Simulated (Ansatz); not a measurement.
Relaxed-ion elastic tensor of C in space group Fd-3m (No. 227; C on 8b, C on 32e) in GPa (Voigt order), the program Ansatz at the r²SCAN level (PAW); density 0.90 g/cm³, 22.04 Å³ per atom.

```
      1     2     3     4     5     6
-  ----  ----  ----  ----  ----  ----
1  95.5  83.6  83.6   0.0   0.0   0.0
2  83.6  95.5  83.6   0.0   0.0   0.0
3  83.6  83.6  95.5   0.0   0.0   0.0
4   0.0   0.0   0.0  15.9   0.0   0.0
5   0.0   0.0   0.0   0.0  15.9   0.0
6   0.0   0.0   0.0   0.0   0.0  15.9
```

**Question.** Is the crystal mechanically stable?

**Answer.** Yes: the smallest eigenvalue of C is 11.9 GPa.

**Question.** Work out the Voigt, Reuss and Hill averages.

**Answer.** K_V = 87.5, K_R = 87.5, K_H = 87.5; G_V = 11.9, G_R = 9.5, G_H = 10.7 GPa.

**Question.** Give Young's modulus, Poisson's ratio, Pugh's ratio and the universal anisotropy index.

**Answer.** E = 9KG/(3K + G) = 30.9 GPa; ν = 0.44; K/G = 8.18 (ductile by the Pugh limit of 1.75); A_U = 5G_V/G_R + K_V/K_R − 6 = 1.25.

**Question.** Estimate the sound speeds and the Debye temperature.

**Answer.** v_l = √((K + 4G/3)/ρ) = 10600 m/s, v_t = √(G/ρ) = 3440 m/s, mean 3920 m/s; Θ = (h/k)(3n/4πV)^(1/3) v_m = 416 K.

**Question.** Give the Zener ratio and Young's modulus along [100], [110] and [111].

**Answer.** A = 2C44/(C11 − C12) = 2.66; 1/E = S11 − 2(S11 − S12 − S44/2)Γ with Γ = 0, 1/4, 1/3 gives 17.5, 32.2, 44.9 GPa.

**Question.** Solve the Christoffel equation for the three sound speeds along [100], [110], [111].

**Answer.** Eigenvalues of C_ijkl n_j n_l equal ρv². In km/s, slowest first: [100] 4.19, 4.19, 10.27; [110] 2.56, 4.19, 10.79; [111] 3.20, 3.20, 10.96.

The start of the workflow was typed in or built on a structure type. Its sites differ from those of the usual phase in this space group: another stacking or structure type. Symmetry was held in the r²SCAN relaxation; its stability against distortions is not shown here.

Potentials: the later of the program's two PAW sets.
